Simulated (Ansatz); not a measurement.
Values for one crystal, relaxed and computed with the program Ansatz at the PBE level (PAW); other levels are named.

| Item | Value |
|---|---|
| Volume per atom | 17.52 Å³ |
| Electronic character | metallic (no gap) |
| Formation energy from the elements (no fitted shifts) | -0.88 eV/atom |
| Density of states at the Fermi level | 0.41 states/eV per atom (mean over ±0.08 eV) |

### Question
Which of these materials gives this?
A) Al2Pt, fluorite or antifluorite type
B) AlNi3, Cu3Au type
C) AlNi, CsCl type
D) ZnCu, CsCl type

### Answer
A, Al2Pt, fluorite or antifluorite type

Space group Fm-3m (fluorite or antifluorite type). The PBE relaxation kept the symmetry of its start. The run is not spin-polarised. The references are the lowest solids computed at this level, not always the standard phases. Spin–orbit coupling is left out wherever it is not named.

Potentials: the later of the program's two PAW sets.
